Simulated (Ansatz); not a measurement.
Input, command and steps of an Ansatz relaxation.

```yaml
crystal:
  lattice:
    - [0.0, 3.141620966, 3.141620966]
    - [3.141620966, 0.0, 3.141620966]
    - [3.141620966, 3.141620966, 0.0]
  atoms:
    - { symbol: Ge, position: [0.25, 0.25, 0.25] }
    - { symbol: Ge, position: [0.75, 0.75, 0.75] }
    - { symbol: Sb, position: [0.0, 0.0, 0.0] }
basis:
  ecutwfc: 420
kpoints:
  mp_grid: { grid: [6, 6, 6] }
hamiltonian:
  xc: pbe
scf:
  occupations: { method: gaussian, width: 0.1 }
  lower_state_search: "off"
output:
  forces: true
  stress: true
  eigenvalues: true
relax:
  adjacent_minimum: "off"
  f_tol: 0.04
  max_steps: 70
  cell: { stress_tol: 0.4 }
```

```bash
ansatz run input.yaml --threads 1 --pin off --max-ram 2560MiB --backend cpu --events-out ev --progress --plain --runs-dir out
```

Level of theory: DFT PBE, scalar-relativistic, plane waves, PAW in Ansatz.

Of 7 frames 6 are shown, positions in Å and forces in eV/Å; the SCF threshold varies from step to step. Steps run on the plane waves of an earlier cell, with a Pulay correction in the pressure. The basis is chosen afresh for the last frame, the zero of the energies, and at times for earlier ones too; energy and pressure step there, also at an unchanged geometry. Here that happened at step 5 (-4 meV/atom, 0.3 GPa); the frames before carry an error of that size.

```xyz
3
Lattice="0.0000 3.1416 3.1416 3.1416 0.0000 3.1416 3.1416 3.1416 0.0000" Properties=species:S:1:pos:R:3:forces:R:3 pbc="T T T" step=1 free_energy_over_end_meV_per_atom=321.10 pressure_GPa=21.38
Ge    1.5708    1.5708    1.5708    0.0000    0.0000    0.0000
Ge    4.7124    4.7124    4.7124    0.0000    0.0000    0.0000
Sb    0.0000    0.0000    0.0000    0.0000    0.0000    0.0000
3
Lattice="0.0000 3.2948 3.2948 3.2948 0.0000 3.2948 3.2948 3.2948 0.0000" Properties=species:S:1:pos:R:3:forces:R:3 pbc="T T T" step=2 free_energy_over_end_meV_per_atom=55.63 pressure_GPa=6.91
Ge    1.6474    1.6474    1.6474    0.0000    0.0000    0.0000
Ge    4.9422    4.9422    4.9422    0.0000    0.0000    0.0000
Sb    0.0000    0.0000    0.0000    0.0000    0.0000    0.0000
3
Lattice="0.0000 3.3793 3.3793 3.3793 0.0000 3.3793 3.3793 3.3793 0.0000" Properties=species:S:1:pos:R:3:forces:R:3 pbc="T T T" step=3 free_energy_over_end_meV_per_atom=7.75 pressure_GPa=1.60
Ge    1.6897    1.6897    1.6897    0.0000    0.0000    0.0000
Ge    5.0690    5.0690    5.0690    0.0000    0.0000    0.0000
Sb    0.0000    0.0000    0.0000    0.0000    0.0000    0.0000
3
Lattice="0.0000 3.4065 3.4065 3.4065 0.0000 3.4065 3.4065 3.4065 0.0000" Properties=species:S:1:pos:R:3:forces:R:3 pbc="T T T" step=4 free_energy_over_end_meV_per_atom=4.45 pressure_GPa=0.18
Ge    1.7033    1.7033    1.7033    0.0000    0.0000    0.0000
Ge    5.1098    5.1098    5.1098    0.0000    0.0000    0.0000
Sb    0.0000    0.0000    0.0000    0.0000    0.0000    0.0000
3
Lattice="0.0000 3.4065 3.4065 3.4065 0.0000 3.4065 3.4065 3.4065 0.0000" Properties=species:S:1:pos:R:3:forces:R:3 pbc="T T T" step=5 free_energy_over_end_meV_per_atom=0.44 pressure_GPa=0.53
Ge    1.7033    1.7033    1.7033    0.0000    0.0000    0.0000
Ge    5.1098    5.1098    5.1098    0.0000    0.0000    0.0000
Sb    0.0000    0.0000    0.0000    0.0000    0.0000    0.0000
3
Lattice="0.0000 3.4168 3.4168 3.4168 0.0000 3.4168 3.4168 3.4168 0.0000" Properties=species:S:1:pos:R:3:forces:R:3 pbc="T T T" step=7 free_energy_over_end_meV_per_atom=0.00 pressure_GPa=0.07
Ge    1.7084    1.7084    1.7084    0.0000    0.0000    0.0000
Ge    5.1251    5.1251    5.1251    0.0000    0.0000    0.0000
Sb    0.0000    0.0000    0.0000    0.0000    0.0000    0.0000
```

The start puts this composition into another compound's structure type, which needn't suit it. At the end the space group is Fm-3m (tolerance 0.05 Å).

The run took 13 s on 1 thread of Arm Neoverse V2, on a shared host, peak memory 0.36 GiB.

The k mesh is coarse.